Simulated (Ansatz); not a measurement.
**Relaxing a structure of Co**

The start is a relaxed Co cell shaken by Gaussian noise of σ = 0.08 Å a coordinate. A full variable-cell relaxation at zero pressure is run with PBEsol (plane waves to 420 eV, PAW, scalar-relativistic; Ansatz, a program for electronic structure). The first steps use a coarse 8×8×8 k-mesh.

The start:
```yaml
crystal:
  lattice:
    - [4.39674, 0.00000, 0.00000]
    - [0.00000, 4.39674, 0.00000]
    - [0.00000, 0.00000, 4.39674]
  atoms:
    - { symbol: Co, position: [0.24573, 0.02618, 0.47603] }
    - { symbol: Co, position: [0.74700, 0.00871, 0.47253] }
    - { symbol: Co, position: [0.98741, 0.53614, 0.22118] }
    - { symbol: Co, position: [0.98949, 0.50014, 0.74635] }
    - { symbol: Co, position: [0.51333, 0.25830, 0.97633] }
    - { symbol: Co, position: [0.50615, 0.75394, 0.01309] }
    - { symbol: Co, position: [0.01036, 0.95425, 0.98609] }
    - { symbol: Co, position: [0.50223, 0.50226, 0.48166] }
```
Spin-polarised start, with parallel moments on Co.

What pressure does the first self-consistent step give?

+5.0 GPa (positive: the cell is compressed).

By how much does the energy per atom fall from start to end?

0.09 eV/atom.

Is the parent structure recovered?

It relaxes back to the parent, Pm-3n (No. 223).

How do the shortest distances between atoms change?

The closest pairs of elements (up to four, under 3.6 Å), start → end: Co–Co 2.09 → 2.20 Å.

What magnetic moments remain?

Net 1.66 μB/atom, ferromagnetic.

The end point of the relaxation:

Space group Pm-3n (No. 223); a = 4.3967 Å, b = 4.3967 Å, c = 4.3967 Å, α = 90.00°, β = 90.00°, γ = 90.00°

```tsv
atom	site	symmetry	x	y	z
Co	6c	-4m.2	0.0000	0.5000	0.2500
Co	2a	m-3.	0.0000	0.0000	0.0000
```

Final values are on a 11×11×11 k-mesh of the relaxed cell. Spin state reached: ferromagnetic (net 1.66 μB/atom), from parallel starting moments; other spin orders were not run from this start.

The relaxed structure here is a generated cell of Co: the first start was made by placing the elements on the sites of a structure type, and the end was not matched to a known phase here, so it may be hypothetical. Known forms of Co include space group No. 194.
